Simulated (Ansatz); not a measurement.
InCo₃N (anti-perovskite, Pm-3m) under volume change, plane-wave PAW PBEsol (Ansatz code), scaled uniformly.

| V (Å³/atom) | E − E(relaxed) (meV/atom) | P (GPa) |
|---|---|---|
| 9.915 | 74.6 | 26.65 |
| 10.242 | 31.1 | 16.23 |
| 10.569 | 7.3 | 7.39 |
| 10.896 | 0.0 | 0.00 |
| 11.223 | 6.5 | -6.19 |
| 11.550 | 24.6 | -11.36 |
| 11.876 | 52.3 | -15.74 |

What does a third-order Birch–Murnaghan fit give for V₀, B₀ and B′?

V₀ = 10.90 Å³/atom, B₀ = 225 GPa, B′ = 4.8.

The workflow started from a Materials Project entry (that database holds measured and hypothetical structures alike); the Crystallography Open Database copy checked does not list it. Its standing as an ambient phase is unchecked. The PBEsol relaxation kept the symmetry of its start; its stability against distortions is not shown here. The final state is ferromagnetic, chosen from 4 collinear starts compared on coarse meshes (ties went to the first, and starts can fall back to one state), not a proven ground state. No Hubbard U is applied.

Potentials: the later of the program's two PAW sets.
